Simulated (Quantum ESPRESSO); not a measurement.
Inputs of pw.x and gipaw.x (a modified build of Quantum ESPRESSO, PBE) for AgCl; the starting potential comes from an earlier run on another mesh:

```
&CONTROL
  calculation = 'scf'
  prefix = 'x'
  pseudo_dir = './pseudo'
  outdir = './out'
  tprnfor = .true.
/
&SYSTEM
  ibrav = 0
  nat = 2
  ntyp = 2
  ecutwfc = 50
  ecutrho = 200
  occupations = 'fixed'
  nbnd = 9
/
&ELECTRONS
  conv_thr = 1e-11
  startingpot = 'file'
/
ATOMIC_SPECIES
Ag 107.868 Ag.GGA_PBE-JTH.UPF
Cl 35.450 Cl.GGA_PBE-JTH.UPF
CELL_PARAMETERS angstrom
    0.000000000000     2.772665000000     2.772665000000
    2.772665000000     0.000000000000     2.772665000000
    2.772665000000     2.772665000000     0.000000000000
ATOMIC_POSITIONS crystal
Ag     0.000000000000     0.000000000000     0.000000000000
Cl     0.500000000000     0.500000000000     0.500000000000
K_POINTS automatic
8 8 8 1 1 1
```

```
&INPUTGIPAW
  job = 'nmr'
  prefix = 'x'
  tmp_dir = './out/'
  restart_mode = 'from_scratch'
  pawproj(1) = .true.
  pawproj(2) = .true.
  use_nmr_macroscopic_shape = .false.
/
```

Geometry: a computed entry of the Materials Project; it was not checked against measured cells. It is AgCl in Fm-3m. Stability against distortions was not tested. The run has no spin polarisation.

Question: Predict the shielding tensors that the run ends with.

Answer: 
```
     f-sum rule (should be   -14.4137):
           -14.4139         -0.0000          0.0000
            -0.0000        -14.4139         -0.0000
             0.0000         -0.0000        -14.4139

     Total NMR chemical shifts in ppm: ---------------------------------------
     (adopting the Simpson convention for anisotropy and asymmetry)-----------

     Atom  1  Ag  pos: (  0.000000  0.000000  0.000000)  Total sigma:        3379.14
          3379.1408          0.0000          0.0000
             0.0000       3379.1408          0.0000
             0.0000          0.0000       3379.1408

     Ag      1    anisotropy:      0.00    eta:    0.0000
     Ag      1    sigma_11=   3379.14
     Ag      1    sigma_22=   3379.14
     Ag      1    sigma_33=   3379.14

     Atom  2  Cl  pos: (  0.707107  0.707107  0.707107)  Total sigma:         893.95
           893.9481         -0.0000          0.0000
            -0.0000        893.9481          0.0000
             0.0000          0.0000        893.9481

     Cl      2    anisotropy:      0.00    eta:    0.0000
     Cl      2    sigma_11=    893.95
     Cl      2    sigma_22=    893.95
     Cl      2    sigma_33=    893.95
```
The printed anisotropy is 3/2 (σ_33 − σ_iso) in the program's own order; the axes are left out here. All sites are cubic, so the anisotropy vanishes by symmetry. These are absolute shieldings with no macroscopic susceptibility term; δ = σ_ref − σ needs a reference computed alike. By our sweeps, such settings leave a few ppm in absolute σ on light atoms and up to some 20 ppm from Zn on. No spin–orbit coupling; Ag is the heaviest element present. The datasets of Cl hold no d projectors, which limits absolute σ on these atoms. With so small a Kohn–Sham gap, σ hangs strongly on the functional and the mesh.
